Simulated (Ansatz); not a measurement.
The start is a randomly generated symmetric cell of CaC2 (space group No. 39). Cell shape, volume and atoms are optimised at zero target pressure with r2SCAN (plane waves to 500 eV, PAW, scalar-relativistic; Ansatz, a quantum-chemistry and plane-wave program). The first steps use a coarse 4×6×6 k-mesh.

The start:
```
CaC2
1.0
    6.40204     0.00000     0.00000
    0.00000     2.79046     2.75260
    0.00000    -2.79046     2.75260
C Ca
4 2
Direct
  0.50000   0.56718   0.56718
  0.50000   0.06718   0.06718
  0.00000   0.53980   0.53980
  0.00000   0.03980   0.03980
  0.35232   0.99665   0.49665
  0.64768   0.49665   0.99665
```

What pressure does the first self-consistent step give?

+14 GPa (positive: the cell is compressed).

Which atoms feel the largest initial force, and how large is it?

About 9.4 eV/Å, on Ca5, Ca6 (atoms numbered as listed).

Does the structure survive the relaxation? Give the final space group.

The space group goes from Aem2 (No. 39) to I4/mmm (No. 139), with 3 atoms in the primitive cell.

By how much does the energy per atom fall from start to end?

2.97 to 2.98 eV/atom (the two k-meshes of the run give this range).

How does the volume per atom move from start to end?

-28.6 %, from 16.39 to 11.70 Å³/atom.

How do the shortest distances between atoms change?

The closest pairs of elements (up to four, under 3.6 Å), start → end: C–C 2.75 → 1.38 Å; C–Ca 1.95 → 2.52 Å; Ca–Ca 3.34 → 2.75 Å.

Is the relaxed structure metallic? Give its gap.

No gap (metallic).

Give the final cell and atomic positions.


```cif
data_C4Ca2
_chemical_formula_sum 'C4 Ca2'
_space_group_name_H-M_alt 'I4/mmm'
_space_group_IT_number 139
_space_group_name_Hall '-I 4 2'
_cell_length_a 5.04881
_cell_length_b 5.04881
_cell_length_c 2.75498
_cell_angle_alpha 90.000
_cell_angle_beta 90.000
_cell_angle_gamma 90.000
loop_
_atom_site_label
_atom_site_type_symbol
_atom_site_symmetry_multiplicity
_atom_site_Wyckoff_symbol
_atom_site_fract_x
_atom_site_fract_y
_atom_site_fract_z
_atom_site_occupancy
C1 C 4 c 0.00000 0.50000 0.00000 1
Ca1 Ca 2 a 0.00000 0.00000 0.00000 1
```
(The calculation used a cell of 3 atoms; values per cell refer to that cell.)

Final values are on a 19×19×19 k-mesh of the relaxed cell. No spin polarisation in the result.

The run could not lower the symmetry of its start; a shaken copy of this end point relaxes with r2SCAN to Cmmm (No. 65), 0.40 eV/atom lower.

The first start was generated by a random draw of sites in a space group. Materials Project lists a structure of CaC2 in the same space group, I4/mmm (No. 139); the sites were not compared with it, nor with measured phases.
